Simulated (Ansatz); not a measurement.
**Data sheet: K3BAs2 (DFT)**

K3BAs2:
```
CELL_PARAMETERS angstrom
      4.79206     4.53498     0.00000
     -4.79206     4.53498     0.00000
     -3.39718     0.00000     8.57473
ATOMIC_POSITIONS crystal
  K  0.25556 0.85091 0.98135
  K  0.74444 0.14909 0.01865
  K  0.85091 0.25556 0.51865
  K  0.14909 0.74444 0.48135
  K  0.64674 0.64674 0.75000
  K  0.35326 0.35326 0.25000
  B  0.71676 0.71676 0.25000
  B  0.28324 0.28324 0.75000
  As 0.58967 0.85394 0.35652
  As 0.41033 0.14606 0.64348
  As 0.85394 0.58967 0.14348
  As 0.14606 0.41033 0.85652
```

Space group C2/c (No. 15); conventional cell a = 9.5841 Å, b = 9.0700 Å, c = 9.2232 Å, α = γ = 90.00°, β = 111.61°.

Method: DFT-r²SCAN in the program Ansatz with PAW potentials. The cell and atoms are relaxed at this level. Other levels are named where they apply.

**Cell and energy**

```yaml
volume_per_atom: 31.06 Å³
density: 2.48 g/cm³
```

**Electronic structure**

```yaml
band_gap: 1.84 eV (indirect)
valence_band_maximum: at Y (k = 0.500, 0.500, 0.000 in fractions of the reciprocal vectors)
conduction_band_minimum: at Γ
smallest_direct_gap_on_the_standard_path: 2.14 eV
electron_effective_mass: 0.52, 0.57, 0.89 mₑ (principal values)
hole_effective_mass: 0.62, 1.0, 2.3 mₑ (principal values)
```

**Mechanics**

```yaml
Bulk modulus (Birch–Murnaghan fit): 18.0 GPa
Pressure derivative B′: 4.9
```

**Charges**

```yaml
bader_charges: K +0.79, B -0.32, As -1.02 e
```

The workflow started from a Materials Project entry (that database holds measured and hypothetical structures alike); the Crystallography Open Database copy checked does not list it. Its standing as an ambient phase is unchecked. The r²SCAN relaxation kept the symmetry of its start; whether a distortion lowers the energy is not shown. Spin–orbit coupling is left out wherever it is not named.

Potentials: the later of the program's two PAW sets.
